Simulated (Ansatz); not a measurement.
# How far is PAW off for Ca?

```xyz
1
Lattice="0.0000 2.7942 2.8501 2.7942 0.0000 2.8501 2.7942 2.7942 0.0000" Properties=species:S:1:pos:R:3 pbc="T T T"
Ca    0.0000    0.0000    0.0000
```

The cell is a measured one (Crystallography Open Database entry 9011033); the temperature and pressure of the measurement aren't taken into account, and nothing was relaxed. The listed cell was then made from it by scaling, straining or moving an atom.

Methods: DFT, PBEsol, PAW with Ansatz's default frozen-core files, scalar-relativistic (Ansatz 0.2.0); DFT, PBEsol, all-electron PAW with datasets made for the crystal, scalar-relativistic (Ansatz 0.2.0); DFT, PBEsol, all-electron LAPW, scalar-relativistic (Ansatz 0.2.0).

For PAW: a Γ-centred 11×11×11 k mesh, Fermi–Dirac smearing of 0.05 eV, cutoff 420 eV, no spin polarisation; the PAW files were made with PBE, and the program remakes their frozen cores for this functional. The crystal-made all-electron datasets (AE datasets) take a cutoff of 200 eV at this cell. LAPW targets a basis error of 1 meV/atom. The Ansatz runs share mesh, smearing and spin set-up. Plane-wave (PAW) pressures include the program's estimate of the Pulay term.

Stress and pressure are positive in compression.

| quantity | PAW | AE datasets | LAPW |
| --- | --- | --- | --- |
| pressure (GPa) | -1.43 | -1.43 | -1.43 |
| stress xx (GPa) | -1.38 | -1.38 | -1.38 |
| stress zz (GPa) | -1.53 | -1.53 | -1.53 |

PAW's pressure differs from the LAPW value by about 0.01 GPa or less.
